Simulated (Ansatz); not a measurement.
Trial structure of ZrAl₃N₄, not yet relaxed:

```
Zr Al N
1.0
     4.71637    0.00000    0.00000
     0.00000    4.71637    0.00000
     0.00000    0.00000    4.71637
Zr Al N
1 3 4
Direct
  0.00000 0.00000 0.00000
  0.50000 0.00000 0.50000
  0.50000 0.50000 0.00000
  0.00000 0.50000 0.50000
  0.00000 0.50000 0.00000
  0.50000 0.50000 0.50000
  0.00000 0.00000 0.50000
  0.50000 0.00000 0.00000
```

Theory: Ansatz 0.2.0, DFT PBE, scalar-relativistic, plane waves, PAW. Cutoff 420 eV; k points 4×4×4 on the computed 8-atom cell (Γ-centred); Gaussian smearing, width 0.10 eV; no spin polarisation.

The zero of energy is the elements' standard structures at the same level (N₂ as a molecule); no fitted shifts are applied.

Question: How far from equilibrium is it?

Answer: The pressure is -32.9 GPa (it wants to contract), the largest force is 0.00 eV/Å (symmetry fixes the atoms), and the energy is −0.53 eV/atom against the elements. The shortest distance is 2.36 Å.

Question: Is it a good guess?

Answer: A rough one: relaxing gains about 0.43 eV/atom (the start's value is from the coarse mesh, so the gain is rough) in 12 ionic steps and ends at −0.96 eV/atom on the finer mesh. The symmetry stays Pm-3m (No. 221). The volume per atom shrinks by 24.8 %, from 13.1 to 9.9 Å³. The shortest distance goes from 2.36 Å (Al–N and Zr–N) to 2.14 Å (Al–N and Zr–N). Conventional cell: a = 4.289 Å. Zr is surrounded by 6 N at 2.14 Å and 12 Al at 3.03 Å; Al is surrounded by 6 N at 2.14 Å, 4 Zr at 3.03 Å and 8 Al at 3.03 Å; N on a site of symmetry 4/mmm has 2 Zr at 2.14 Å and 4 Al at 2.14 Å; 1 more site not described.

The last run used a 10×10×10 mesh for its 8-atom cell and Gaussian smearing of 0.10 eV. The cell is a metal run without spin; a magnetic state may lie lower. The relaxation can't lower the symmetry of the start, and the grade says only how near the guess is to its own end. A structure relaxed within its symmetry needn't be a true minimum. Another cell of ZrAl3N4 relaxed alike, in P4/mmm, lies 129 meV/atom lower, so this cell isn't the stable form at this level.
